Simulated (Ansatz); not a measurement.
## Fields on a plane of LiF (rock salt)

```
CELL_PARAMETERS angstrom
      0.00000     1.99510     1.99510
      1.99510     0.00000     1.99510
      1.99510     1.99510     0.00000
ATOMIC_POSITIONS crystal
  F  0.00000 0.00000 0.00000
  Li 0.50000 0.50000 0.50000
```

The slice is a {111} plane (indices of the conventional cell) through the point (0.500, 0.500, 0.500) (fractional), spanned by u = [100] and v = [-1 2 0] in vectors of this cell: u (2.82 Å) and v (4.89 Å, at 90° to u). It covers one period; positions are fractions (u, v).

Atoms on it: Li at (0.00, 0.00); Li at (0.50, 0.50).

The numbers are results of r2SCAN (plane waves to 500 eV, PAW, scalar-relativistic; Ansatz, an electronic-structure program), not measurements. k mesh 14×14×14. Near the nuclei the fields are pseudised (PAW); where an atom keeps semicore shells as valence, they peak there. LiF was relaxed with its symmetry unable to fall.

```tsv
v \ u	0.00	0.17	0.33	0.50	0.67	0.83
0.90	0.1	-0.9	-1.1	-1.0	-1.1	-0.9
0.80	-1.1	-1.1	-1.0	-0.9	-1.0	-1.1
0.70	-0.9	-1.0	-1.1	-1.1	-1.1	-1.0
0.60	-1.0	-1.1	-0.9	0.1	-0.9	-1.1
0.50	-1.1	-1.2	0.1	1.0	0.1	-1.2
0.40	-1.0	-1.1	-0.9	0.1	-0.9	-1.1
0.30	-0.9	-1.0	-1.1	-1.1	-1.1	-1.0
0.20	-1.1	-1.1	-1.0	-0.9	-1.0	-1.1
0.10	0.1	-0.9	-1.1	-1.0	-1.1	-0.9
0.00	1.0	0.1	-1.2	-1.1	-1.2	0.1
```

Values: log₁₀ of the valence density in e/Å³. The scale is logarithmic, as a density can span decades between atoms and voids.

```
|xxxxxxxx::##%%##--xxxxxx|
|xxxxxx  ++%%@@%%++  xxxx|
|xxxx  --##@@@@@@##--  xx|
|----++##%%@@@@@@%%##++--|
|##%%%%%%%%%%##%%%%%%%%%%|
|@@@@%%##++------++##%%@@|
|@@@@##--  xxxxxx  --##@@|
|@@%%++  xxxxxxxxxx  ++%%|
|%%##::xxxxxxxxxxxxxx--##|
|%%##::xxxxxxxxxxxxxx::##|
|%%##--xxxxxxxxxxxxxx::##|
|@@%%++  xxxxxxxxxx  ++%%|
|@@@@##--  xxxxxx  --##@@|
|@@@@%%##++------++##%%@@|
|##%%%%%%%%%%##%%%%%%%%%%|
|----++##%%@@@@@@%%##++--|
|xxxx  --##@@@@@@##--  xx|
|xxxxxx  ++%%@@%%++  xxxx|
|xxxxxxxx--##%%##::xxxxxx|
|xxxxxxxx::##%%##::xxxxxx|
```
Scale: ten equal steps from 2.10 (start of ' ') to 6.22 (end of '@'), in the order ' .:-=+*#%@'. Values: electrostatic potential energy of an electron, from the cell's mean, in eV. The map has 12 points along u (two characters each, u = 0 at the left) and 20 along v (v = 0 in the bottom row). Points within 0.8 Å of a nucleus are blanked (x), as the pseudised field means little there. The zero, the cell's mean, hangs on the PAW cores.
